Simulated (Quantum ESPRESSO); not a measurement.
Ti2TaO5F3, convergence and cost over cutoff and k mesh

A calculation, not a measurement. The program is pw.x of Quantum ESPRESSO 7.5 (plane-wave density functional theory). The cell is made up: 11 atoms on a fluorite lattice with one site empty, with randomly drawn elements, strain and displacements, not relaxed. PseudoDojo standard norm-conserving files (v0.5 for PBE, v0.4.1 for LDA and PBEsol) set the functional; there is no spin polarisation, spin-orbit coupling or dispersion term, and the masses in the input are unused placeholders.

Input of the run in row 4:

```
&control calculation='scf', pseudo_dir='./dojo.nc.sr.pbe.v0_5.standard.upf', outdir='./o', disk_io='medium', tprnfor=.true., tstress=.true. /
&system ibrav=0, nat=11, ntyp=4, nbnd=50, ecutwfc=84.00895049, nosym=.true., tot_charge=0,
 occupations='smearing', smearing='fd', degauss=0.0018374661
/
&electrons conv_thr=7.350e-09, electron_maxstep=60, /
ATOMIC_SPECIES
F 1.0 F.upf
O 1.0 O.upf
Ta 1.0 Ta.upf
Ti 1.0 Ti.upf
CELL_PARAMETERS angstrom
4.9183 0.0359 0.0445
0.0359 5.0306 -0.0173
0.0445 -0.0173 4.9654
ATOMIC_POSITIONS angstrom
Ti 0.1359 -0.0129 -0.046
Ti -0.0178 2.5444 2.4557
Ta 2.5339 0.0798 2.4812
O 1.2786 1.3121 1.1845
O 1.2984 1.374 3.6492
O 1.289 3.789 1.2466
O 1.2317 3.7213 3.7421
O 3.7043 1.2748 1.3487
F 3.5964 1.3438 3.6869
F 3.6837 3.834 1.3028
F 3.8425 3.84 3.7228
K_POINTS automatic
5 4 5 1 1 1
```

The same cell was run at these settings. Meshes are shifted by half a step, and differences are from the last row, which is itself not exact.

| cutoff (eV) | k mesh | k points solved | threshold (eV) | free energy less the last row's (eV) | pressure (GPa) | largest stress difference (GPa) | largest force difference (eV/Å) | iterations | wall time (s) | k-point pools | processor |
| --- | --- | --- | --- | --- | --- | --- | --- | --- | --- | --- | --- |
| 800 | 2 x 2 x 2 | 4 | 1e-04 | 1.464 | -28.67 | 16.81 | 0.095 | 15 | 62 | 1 | AMD EPYC, Zen 5 class |
| 1143 | 2 x 2 x 2 | 4 | 1e-07 | -0.215 | -12.49 | 0.61 | 0.106 | 22 | 113 | 1 | AMD EPYC, Zen 5 class |
| 749 | 5 x 4 x 5 | 50 | 1e-07 | 3.308 | -39.21 | 27.34 | 0.127 | 19 | 448 | 1 | AMD EPYC, Zen 5 class |
| 1143 | 5 x 4 x 5 | 50 | 1e-07 | 0.002 | -11.95 | 0.05 | 0.003 | 22 | 981 | 1 | AMD EPYC, Zen 5 class |
| 1437 | 7 x 6 x 7 | 147 | 1e-07 | 0.000 | -11.92 | 0.00 | 0.000 | 22 | 891 | 4 | Intel Xeon, 2023 or later |

Each pool is one process. Wall times include start-up and a band step at six k points, which weighs most on the coarsest meshes. The runs were on shared virtual cores whose load varied, so times are rough.